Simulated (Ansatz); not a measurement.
PbS (started from an entry of an open crystallographic database), relaxed with r2SCAN+rVV10, was run in Ansatz under altered settings. All numbers are computed, without spin polarisation but where a row says otherwise.

```yaml
crystal:
  lattice:
    - [0.00000, 2.97057, 2.97057]
    - [2.97057, 0.00000, 2.97057]
    - [2.97057, 2.97057, 0.00000]
  atoms:
    - { symbol: Pb, position: [0.00000, 0.00000, 0.00000] }
    - { symbol: S, position: [0.50000, 0.50000, 0.50000] }
```

The base run's other keys:
```yaml
kpoints:
  mp_grid: { grid: [4, 4, 4] }
hamiltonian:
  xc: hse06
scf:
  occupations: { method: fixed }
  n_extra_bands: 4
```

It takes 12 iterations with 965 plane waves at 420 eV and 8 k points, and leaves a mean stress of +0.93 GPa. The gap over this mesh is 0.814 eV. It ran on 4 threads of Arm Neoverse N1, with other jobs on the host.

Outcomes, with energy and stress as changes against the base:
```
                                      setting    outcome  ΔF (meV/atom)  Δ mean stress (GPa)  gap on the mesh (eV)  iterations  wall time
        PBE hybrid, exx coeff 0.1, unscreened  converged              –                 +0.6                 0.783          12      9.2 s
        PBE hybrid, exx coeff 0.4, unscreened  converged              –                 -0.5                 2.108          16       11 s
hamiltonian.xc: r2scan50 (cutoff then 500 eV)  converged              –                 -0.6                 2.663          17       16 s
    PBE hybrid, exx coeff 0.05, omega 0.5 1/Å  converged              –                 +0.9                 0.403          11       10 s
              kpoints.mp_grid.grid: [3, 3, 3]  converged            -61                 -1.2                 2.711          11      6.4 s
```
A dash marks a value that wasn't obtained or can't be compared. Stress is positive in compression. The base took 11 s.

- PBE hybrid, exx coeff 0.4, unscreened. That is 40 % exact exchange, at all ranges, against HSE06's 25 % screened at 0.208 1/Å. The mean stress moves by -0.5 GPa and the gap on the mesh by +1.294 eV (to 2.108). Totals of different functionals aren't comparable.
- hamiltonian.xc: r2scan50. The cutoff follows the functional, from 420 to 500 eV. The mean stress moves by -0.6 GPa and the gap on the mesh by +1.848 eV (to 2.663). It's another functional on the same cell, so totals aren't comparable.
- PBE hybrid, exx coeff 0.05, omega 0.5 1/Å. That is 5 % exact exchange, screened with ω = 0.5 1/Å, against HSE06's 25 % screened at 0.208 1/Å. The mean stress moves by +0.9 GPa and the gap on the mesh by -0.411 eV (to 0.403). Totals of different functionals aren't comparable.
- kpoints.mp_grid.grid: [3, 3, 3]. The free energy moves by -61 meV an atom, the mean stress by -1.2 GPa and the gap on the mesh by +1.897 eV (to 2.711). The gap changes mostly because other points are sampled; a mesh that misses a band edge overestimates it. The mesh is too coarse.

Spin-orbit coupling is left out; in compounds of Pb, Bi, Tl or Hg it can lower a gap by up to about 1 eV, split its edges or invert the bands.

The stress of a hybrid is loosely converged in these runs.

The meshes of the hybrids are coarse, so their gaps aren't converged to the digits shown.
